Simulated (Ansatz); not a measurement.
**Relaxing a structure of CsPbCl3**

The start is a relaxed CsPbCl3 cell shaken by Gaussian noise of σ = 0.08 Å a coordinate. The structure is fully relaxed (lattice and positions, P = 0) with PBEsol (plane waves to 420 eV, PAW, scalar-relativistic; Ansatz, a program for electronic structure). The first steps use a coarse 3×3×3 k-mesh.

Initial structure:
```yaml
crystal:
  lattice:
    - [10.61677, 0.00000, 0.00000]
    - [0.00000, 6.37604, 4.94032]
    - [0.00000, -6.37604, 4.94032]
  atoms:
    - { symbol: Cl, position: [0.19797, 0.29953, 0.98336] }
    - { symbol: Cl, position: [0.79800, 0.97060, 0.31315] }
    - { symbol: Cl, position: [0.17942, 0.95704, 0.31335] }
    - { symbol: Cl, position: [0.81078, 0.32143, 0.96443] }
    - { symbol: Cl, position: [0.50624, 0.42559, 0.43034] }
    - { symbol: Cl, position: [0.49600, 0.05204, 0.02526] }
    - { symbol: Cs, position: [0.00369, 0.06667, 0.65279] }
    - { symbol: Cs, position: [0.00509, 0.66081, 0.07570] }
    - { symbol: Pb, position: [0.31594, 0.23284, 0.21560] }
    - { symbol: Pb, position: [0.68451, 0.22257, 0.22819] }
```

Task: What is the largest force in the starting geometry, and on which atom (counted from 1)?

Result: 2.27 eV/Å, on Pb9 (atoms numbered as listed).

Task: How much energy is released per atom?

Result: 0.21 eV/atom.

Task: How does the volume per atom move from start to end?

Result: -46.4 %, from 66.88 to 35.85 Å³/atom.

Task: Is the parent structure recovered?

Result: It does not go back: it reaches P1 (No. 1), 0.169 eV/atom below the parent.

Task: How do the shortest distances between atoms change?

Result: The closest pairs of elements (up to four, under 3.6 Å), start → end: Cl–Pb 2.42 → 2.75 Å; Cl–Cs 3.24 → 3.33 Å; Cl–Cl 3.80 → 3.39 Å.

Task: Is the relaxed structure metallic? Give its gap.

Result: 3.54 eV, indirect (valence top at T2, conduction bottom at Y) (no spin-orbit coupling).

Task: Give the final cell and atomic positions.

Result: 
```xyz
10
Lattice="6.4962 0.0000 0.0000 2.8701 7.0902 0.0000 0.3041 1.6962 7.7835" Properties=species:S:1:pos:R:3 pbc="T T T"
Cl     6.5911     2.0759     1.9247
Cl     5.3250     1.8681     5.6066
Cl     6.6501     6.6654     2.7375
Cl     1.6743     4.5112     5.1494
Cl     4.6818     5.9215     5.8275
Cl     3.6039     4.9480     1.8697
Cs     3.3270     1.9061     0.3441
Cs     7.3385     6.5381     7.7399
Pb     2.7100     6.8607     3.7461
Pb     5.7279     4.1323     3.9536
```

Final values are on a 6×5×5 k-mesh of the relaxed cell. No spin polarisation in the result.

Of the parent cell (Amm2 (No. 38)): The first start was generated by a random draw of sites in a space group. Materials Project lists a structure of CsPbCl3 in the same space group, Amm2 (No. 38); the sites were not compared with it, nor with measured phases. Known forms of CsPbCl3 include space group No. 221.

The relaxed structure here is a generated cell of CsPbCl3: the first start was made by a random draw of sites in a space group, and the end was not matched to a known phase here, so it may be hypothetical. Known forms of CsPbCl3 include space group No. 221.
